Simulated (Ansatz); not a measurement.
Data:

Relaxed Na (bcc, W type):

```xyz
2
Lattice="-4.1968 4.1968 4.1968 0.0000 0.0000 4.1968 0.0000 4.1968 0.0000" Properties=species:S:1:pos:R:3 pbc="T T T"
Na     0.0000     0.0000     0.0000
Na    -2.0984     6.2952     6.2952
```

The atoms are displaced by Q × the pattern below (from a DFPT mode at H = (0.5, 0.5, 0.5), largest move 1; Q in Å), at fixed cell. It is one choice among 3 degenerate patterns. (q is in reciprocal vectors of the primitive cell; the cell shown is doubled to hold the pattern.)

| atom | x | y | z |
|---|---|---|---|
| Na1 | 0.000 | 0.000 | -1.000 |
| Na2 | 0.000 | 0.000 | 1.000 |

All values below come from PBE (plane waves to 420 eV, PAW, scalar-relativistic; Ansatz, a quantum-chemistry and plane-wave program). k mesh 16×16×16 (Γ-centred), Fermi-Dirac smearing 0.05 eV. Energies are smeared free energies. With partly filled bands, energies and forces of such displacements shift with the k mesh and the smearing. Na was relaxed with its symmetry unable to fall. The PAW data are Ansatz's earlier set. ΔE is measured from the undisplaced structure.

The scan covers Q from -0.100 to 0.100 Å in 13 points.

### Question
Which space group does the distorted structure have?

### Answer
P4/nmm (No. 129), lowered from Im-3m.

### Question
What is the energy change at Q = 0.100 Å?

### Answer
12.9 meV/cell.

### Question
What harmonic wavenumber does the curvature at Q = 0 give?

### Answer
124 cm⁻¹.

(A displaced cell: forces are minus the slopes of the energy, force constants its curvatures, and phonons follow from these.)
